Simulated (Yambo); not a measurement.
Yambo run on KHF2 (space group I4/mcm, No. 140). The wavefunctions are norm-conserving PBEsol (Quantum ESPRESSO, 84 Ry, scalar-relativistic) ones on a 4×4×4 mesh (24 occupied bands); a = 5.1880 Å, b = 5.1880 Å, c = 5.1880 Å, α = 114.69°, β = 114.69°, γ = 99.48°.

Yambo input:

```
rim_cut
gw0
dyson
el_el_corr
HF_and_locXC
ppa
em1d
RandQpts= 1000000
RandGvec= 1 Ry
EXXRLvcs= 84 Ry
VXCRLvcs= 336 Ry
Chimod= "HARTREE"
% BndsRnXp
 1 | 118 |
%
NGsBlkXp= 2 Ry
% LongDrXp
 1.0 | 1.0 | 1.0 |
%
PPAPntXp= 27.2114 eV
% GbndRnge
 1 | 118 |
%
GTermKind= "BG"
DysSolver= "n"
ExtendOut
% QPkrange
 1 | 1 | 24 | 25 |
 13 | 13 | 24 | 24 |
%
```

k points by index: 1 = Γ, 13 = Z.

Table of the .qp output:

```
#    K-point    Band    Eo [eV]    E [eV]    E-Eo [eV]    Vxc [eV]    Vnlxc [eV]    Sc|Eo [eV]    Sc|E [eV]    dSc/dw|Eo [eV]    Re(Z)    Im(Z)
#
    1    24    -0.057630    -3.903393    -3.845763    -22.23556    -30.39972    3.686271    4.318400    -4.472588    0.858836    -0.947458E-3
    1    25    7.178206    8.352571    1.174365    -8.874509    -4.666805    -2.909654    -3.033339    -2.865787    0.904719    -0.556374E-3
    13    24    0.000000    -3.849073    -3.849073    -22.38885    -30.56564    3.695542    4.327719    -4.469077    0.858932    -0.944244E-3
```
(The two width columns are left out.) Convergence of these settings isn't established.

Geometry of the Materials Project entry, not relaxed at this level.
